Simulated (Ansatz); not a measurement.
SiGeO₃:
```
SiGeO3
1.0
    3.40851     0.00000     0.00000
    0.00000     3.40851     0.00000
    0.00000     0.00000     4.40364
Si Ge O
1 1 3
Direct
  0.50000   0.50000   0.60397
  0.00000   0.00000   0.15274
  0.00000   0.50000   0.48266
  0.50000   0.00000   0.48266
  0.50000   0.50000   0.96816
```

Relaxed with r²SCAN+D4. r²SCAN+D4 (plane waves, PAW; program Ansatz) gives a gap of 2.26 eV.

Task: What gap does HSE06 give on the same cell (Ansatz, PAW)?

Result: 2.90 eV, 0.64 eV more. The hybrid was solved on a coarser mesh and at special points; the gap given is the minimum over both.

| k | v1 r²SCAN+D4 | c1 r²SCAN+D4 | v1 HSE06 | c1 HSE06 |
|---|---|---|---|---|
| Γ | -3.18 | 2.40 | [?] | [?] |
| Z | -2.14 | 2.26 | -2.20 | 2.90 |
| M | -1.60 | 3.65 | [?] | [?] |
| A | -1.60 | 5.09 | [?] | [?] |
| R | -0.56 | 4.42 | [?] | [?] |
| X | 0.00 | 2.92 | 0.00 | 3.56 |

Task: Top valence (v1) and lowest conduction level (c1) in eV from each method's valence maximum (which need not be a listed point): supply the withheld HSE06 values.

Result: 
- A, v1 HSE06: -1.95
- A, c1 HSE06: 5.85
- M, v1 HSE06: -1.95
- M, c1 HSE06: 4.36
- Γ, v1 HSE06: -3.58
- Γ, c1 HSE06: 3.00
- R, v1 HSE06: -0.59
- R, c1 HSE06: 5.16

Cost on shared cores: the r²SCAN+D4 run (SCF on a 8×8×6 mesh, then bands and DOS) very roughly 70 core-seconds, the HSE06 run (SCF on 5×5×4, then a few points) around 2.9 core-minutes (rough); the tasks are unlike.

Space group P4mm. The start of the workflow was typed in or built on a structure type; neither database checked (COD, Materials Project) lists it. Its standing as an ambient phase is unchecked. The r²SCAN+D4 relaxation kept the symmetry of its start; its stability against distortions is not shown here. Spin–orbit coupling is left out wherever it is not named.

Potentials: the later of the program's two PAW sets.
